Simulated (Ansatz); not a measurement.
**Eigenvalues along a path: IrC (zincblende type)**

```yaml
crystal:
  lattice:
    - [0.00000, 2.31055, 2.31055]
    - [2.31055, 0.00000, 2.31055]
    - [2.31055, 2.31055, 0.00000]
  atoms:
    - { symbol: Ir, position: [0.00000, 0.00000, 0.00000] }
    - { symbol: C, position: [0.25000, 0.25000, 0.25000] }
```

The cell comes from a relaxation on PAW files under the same functional, begun from a prototype that needn't be the stable phase.

All numbers are PBE results (scalar-relativistic) from Ansatz 0.2.0, with a Γ-centred 16×16×16 k mesh, Fermi–Dirac smearing of 0.08 eV, no spin polarisation. Methods: LAPW: all electrons, basis error target 1 meV/atom.

Spin–orbit coupling is left out, which matters for the heavy atoms.

Path points, in fractions of the reciprocal vectors: Γ (0.000, 0.000, 0.000), X (-0.500, -0.500, 0.000), U (-0.375, -0.375, 0.250), K (-0.375, 0.000, 0.375), L (0.000, 0.000, 0.500), W (-0.500, -0.250, 0.250). The distance column jumps between branches of the path. Levels in eV from the Fermi level; bands 21 to 30, counted from the lowest band of the run. The gap is zero, the pressure -0.02 GPa.

```
# k(1/Å) point b21 b22 b23 b24 b25 b26 b27 b28 b29 b30
0.000 Γ -14.19 -6.68 -6.68 -6.68 -2.40 -2.40 3.39 6.24 6.24 6.24
0.194 - -14.07 -6.80 -6.60 -6.60 -2.53 -2.35 3.67 6.07 6.07 6.16
0.388 - -13.73 -7.07 -6.35 -6.35 -2.86 -2.21 4.45 5.52 5.52 5.84
0.583 - -13.21 -7.41 -5.94 -5.94 -3.28 -2.01 4.57 4.57 5.03 5.60
0.777 - -12.63 -7.68 -5.39 -5.39 -3.60 -1.77 3.36 3.36 3.66 6.97
0.971 - -12.11 -7.83 -4.75 -4.75 -3.66 -1.55 2.01 2.12 2.12 8.41
1.165 - -11.78 -7.89 -4.15 -4.15 -3.37 -1.38 0.50 1.12 1.12 9.76
1.360 X -11.66 -7.90 -3.88 -3.88 -3.09 -1.33 -0.21 0.71 0.71 10.50
1.428 - -11.66 -7.88 -3.91 -3.90 -3.06 -1.35 -0.33 0.75 0.82 10.50
1.497 - -11.66 -7.83 -3.98 -3.96 -3.01 -1.41 -0.57 0.88 1.05 10.51
1.566 - -11.66 -7.74 -4.05 -4.05 -3.01 -1.51 -0.76 1.08 1.29 10.52
1.634 - -11.66 -7.62 -4.17 -4.10 -3.12 -1.62 -0.84 1.34 1.47 10.51
1.703 - -11.67 -7.48 -4.30 -4.11 -3.35 -1.74 -0.76 1.60 1.63 10.47
1.772 - -11.69 -7.31 -4.45 -4.08 -3.66 -1.87 -0.57 1.66 1.94 10.41
1.840 U -11.71 -7.15 -4.61 -4.16 -3.85 -2.00 -0.31 1.65 2.28 10.32
2.673 K -11.71 -7.15 -4.61 -4.16 -3.85 -2.00 -0.31 1.65 2.28 10.32
2.879 - -11.85 -6.67 -5.29 -5.07 -3.16 -2.39 0.49 1.48 3.33 9.94
3.085 - -12.14 -6.36 -6.22 -5.49 -2.71 -2.04 0.45 2.22 4.35 9.01
3.291 - -12.59 -6.86 -6.13 -5.86 -2.89 -1.76 1.31 3.31 5.22 7.68
3.497 - -13.15 -7.05 -6.18 -6.16 -2.87 -2.12 3.16 4.26 5.86 6.36
3.703 - -13.68 -6.96 -6.45 -6.37 -2.69 -2.33 4.29 5.05 5.72 6.19
3.909 - -14.06 -6.77 -6.62 -6.59 -2.49 -2.39 3.70 5.95 6.06 6.26
4.115 Γ -14.19 -6.68 -6.68 -6.68 -2.40 -2.40 3.39 6.24 6.24 6.24
4.283 - -14.10 -6.74 -6.64 -6.64 -2.43 -2.43 3.60 6.01 6.21 6.21
4.452 - -13.85 -6.86 -6.51 -6.51 -2.48 -2.48 4.05 5.44 6.06 6.06
4.620 - -13.47 -6.96 -6.34 -6.34 -2.50 -2.50 3.65 5.54 5.71 5.71
4.788 - -13.04 -6.93 -6.18 -6.18 -2.40 -2.40 2.28 5.15 5.15 6.27
4.956 - -12.67 -6.69 -6.08 -6.08 -2.17 -2.17 0.79 4.49 4.49 6.61
5.124 - -12.42 -6.33 -6.03 -6.03 -1.91 -1.91 -0.43 3.92 3.92 6.57
5.293 L -12.34 -6.13 -6.02 -6.02 -1.79 -1.79 -0.93 3.69 3.69 6.53
5.430 - -12.30 -6.13 -6.05 -5.95 -1.83 -1.80 -0.95 3.61 3.67 6.70
5.567 - -12.20 -6.15 -6.14 -5.71 -2.04 -1.80 -0.93 3.35 3.59 7.20
5.705 - -12.05 -6.27 -6.13 -5.31 -2.46 -1.80 -0.80 2.88 3.47 7.97
5.842 - -11.90 -6.42 -6.05 -4.77 -2.98 -1.80 -0.64 2.25 3.32 8.91
5.979 - -11.77 -6.55 -5.87 -4.23 -3.41 -1.83 -0.56 1.59 3.16 9.90
6.117 - -11.68 -6.64 -5.61 -4.32 -3.05 -1.96 -0.73 1.17 3.03 10.67
6.254 W -11.65 -6.67 -5.45 -4.54 -2.46 -2.29 -0.89 1.06 2.97 10.91
6.351 - -11.65 -6.80 -5.29 -4.52 -2.48 -2.26 -0.89 1.04 2.90 10.87
6.448 - -11.65 -7.07 -4.96 -4.45 -2.54 -2.18 -0.88 0.99 2.70 10.77
6.545 - -11.65 -7.34 -4.59 -4.35 -2.64 -2.02 -0.86 0.92 2.38 10.67
6.643 - -11.66 -7.58 -4.28 -4.21 -2.77 -1.79 -0.81 0.84 1.95 10.59
6.740 - -11.66 -7.75 -4.07 -4.05 -2.91 -1.54 -0.68 0.77 1.46 10.54
6.837 - -11.66 -7.86 -3.94 -3.92 -3.03 -1.38 -0.41 0.72 0.98 10.51
6.934 X -11.66 -7.90 -3.88 -3.88 -3.09 -1.33 -0.21 0.71 0.71 10.50
```
